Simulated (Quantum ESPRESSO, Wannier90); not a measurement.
WO₃ (P4/nmm), plane waves to Wannier functions

```yaml
crystal:
  lattice:
    - [5.32500, 0.00000, 0.00000]
    - [0.00000, 5.32500, 0.00000]
    - [0.00000, 0.00000, 3.94449]
  atoms:
    - { symbol: W, position: [0.50000, 0.00000, 0.93482] }
    - { symbol: W, position: [0.00000, 0.50000, 0.06518] }
    - { symbol: O, position: [0.50000, 0.00000, 0.48918] }
    - { symbol: O, position: [0.00000, 0.50000, 0.51082] }
    - { symbol: O, position: [0.25000, 0.25000, 0.00000] }
    - { symbol: O, position: [0.25000, 0.75000, 0.00000] }
    - { symbol: O, position: [0.75000, 0.75000, 0.00000] }
    - { symbol: O, position: [0.75000, 0.25000, 0.00000] }
```

Cell from Materials Project (mp-19443), symmetrised, no further relaxation. COD (Crystallography Open Database) has the formula in 6 space groups, this one among them (matched by group alone). Method: PBEsol plane waves in Quantum ESPRESSO 7.5 (PseudoDojo norm-conserving files, 68 Ry, no spin polarisation, no spin-orbit coupling), Bloch states on a 6×6×6 mesh through Γ, Wannier90 4.0.1. Density: 6×6×8 mesh, Gaussian smearing 0.01 Ry. Spin-orbit coupling is left out although heavy elements are present.

The plane-wave run has 61 bands and 64 electrons a cell. On the energy scale of pw.x, whose zero is arbitrary, the valence-band maximum lies at 5.88 eV.

Isolated groups of bands, relative to the valence-band maximum (bands from 33 on overlap up to the last one computed):

```tsv
bands	from (eV)	to (eV)	filling	weight on atomic waves
1–2	-74.74	-74.74	filled	W 5s 97 %
3–8	-39.10	-38.94	filled	W 5p 97 %
9–14	-18.36	-16.32	filled	O 2s 82 %, W 5d 10 %, W 6s 5 %
15–32	-7.17	0.00	filled	O 2p 79 %, W 5d 17 %
```

Input w.win, without the blocks of cell, atoms and k-points (216 lines):

```
num_bands = 61
num_wann = 28
num_iter = 1000
conv_tol = 1.0e-6
conv_window = 4
dis_num_iter = 1000
dis_conv_tol = 1.0e-6
dis_froz_max = 7.95
write_hr = true
write_u_matrices = true
begin projections
f=0.50052,0.00037,-0.05253: d
f=0.00162,0.50025,0.07766: d
f=0.49757,-0.00153,0.50125: p
f=0.00013,0.50237,-0.50144: p
f=0.25383,0.24526,0.00964: p
f=0.24688,-0.25590,-0.00891: p
f=-0.24618,-0.24800,0.01126: p
f=-0.25883,0.24832,-0.00368: p
end projections
mp_grid = 6 6 6
```

Problem. Check the input against the numbers above: what is wrong, and how is it mended?

Solution. wannier90.x stops with:
```
dis_windows: More states in the frozen window than target WFs
```
At some k-point more bands lie below dis_froz_max than there are Wannier functions, and every frozen state has to fit into the subspace. Here the deep bands below band 15 or between the kept ones were not excluded and fill the window; only bands 15-61 belong to the model. Mended as below, all else unchanged, the run goes through (Ω_I = 22.5 Å²) and follows the plane-wave bands to 0.4 meV rms (states up to 1.6 eV relative to the valence-band maximum).
```
num_bands = 47
exclude_bands = 1-14
```
